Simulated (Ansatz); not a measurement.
GaN (zinc blende, space group No. 216), a = 4.4984 Å, b = 4.4984 Å, c = 4.4984 Å, α = 90.00°, β = 90.00°, γ = 90.00°; the cell used has 2 atoms.

Relaxed with PBEsol. PBEsol in the plane-wave PAW code Ansatz gives a gap of 1.70 eV.

Problem. What gap does HSE06 give on the same cell (Ansatz, PAW)?

Solution. 3.00 eV, 1.30 eV more. The hybrid was solved on a coarser mesh and at special points; the gap given is the minimum over both.

```tsv
k	v1 PBEsol	c1 PBEsol	v1 HSE06	c1 HSE06
Γ	0.00	1.70	0.00	3.00
X	-2.75	3.22	___	___
L	-0.98	4.59	___	___
W	-3.72	6.13	___	___
K	-2.21	4.88	___	___
```

Problem. Top valence (v1) and lowest conduction level (c1) in eV from each method's valence maximum (which need not be a listed point): supply the withheld HSE06 values.

Solution. 
- W, v1 HSE06: -3.88
- W, c1 HSE06: 7.53
- K, v1 HSE06: -2.35
- K, c1 HSE06: 6.23
- L, v1 HSE06: -1.05
- L, c1 HSE06: 6.12
- X, v1 HSE06: -2.92
- X, c1 HSE06: 4.45

Cost on shared cores: the PBEsol run (SCF on a 11×11×11 mesh, then bands and DOS) very roughly 7 core-seconds, the HSE06 run (SCF on 8×8×8, then a few points) about 60 core-seconds (a rough figure); the tasks are unlike.

Space group F-43m (zinc blende). Symmetry was held in the PBEsol relaxation. Spin–orbit coupling is left out wherever it is not named.

Potentials: the earlier of the program's two PAW sets. The files were generated under PBE; for other functionals the program regenerates the frozen cores, and for LDA and PBEsol the local potential too.
